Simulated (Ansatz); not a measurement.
TaCo (CsCl type, Pm-3m) under volume change, PBEsol in the plane-wave PAW code Ansatz, scaled uniformly.

| V (Å³/atom) | E − E(relaxed) (meV/atom) | P (GPa) |
|---|---|---|
| 12.711 | ___ | ___ |
| 13.130 | 38.6 | 15.53 |
| 13.549 | 9.2 | 7.19 |
| 13.969 | 0.0 | -0.01 |
| 14.388 | ___ | ___ |
| 14.807 | 32.1 | -11.70 |
| 15.226 | 69.0 | -16.38 |

**Question.** What belongs in the gaps?

**Answer.** 
- 12.711, E − E(relaxed) (meV/atom): 91.7
- 12.711, P (GPa): 25.38
- 14.388, E − E(relaxed) (meV/atom): 8.4
- 14.388, P (GPa): -6.27

**Question.** What does a third-order Birch–Murnaghan fit give for V₀, B₀ and B′?

**Answer.** V₀ = 13.97 Å³/atom, B₀ = 224 GPa, B′ = 3.9.

The first step of the workflow began from a Materials Project structure, measured or hypothetical; the Crystallography Open Database copy checked does not list it. Its standing as an ambient phase is unchecked. The PBEsol relaxation kept the symmetry of its start, as lowered by the spin order. At this level the phase is mechanically unstable. Spin order of the final state: antiferromagnetic, chosen from 4 collinear starts compared on coarse meshes (ties went to the first, and starts can fall back to one state), not a proven ground state. Scalar-relativistic: spin–orbit coupling is off unless named, which matters more the heavier the elements.

Potentials: the later of the program's two PAW sets.
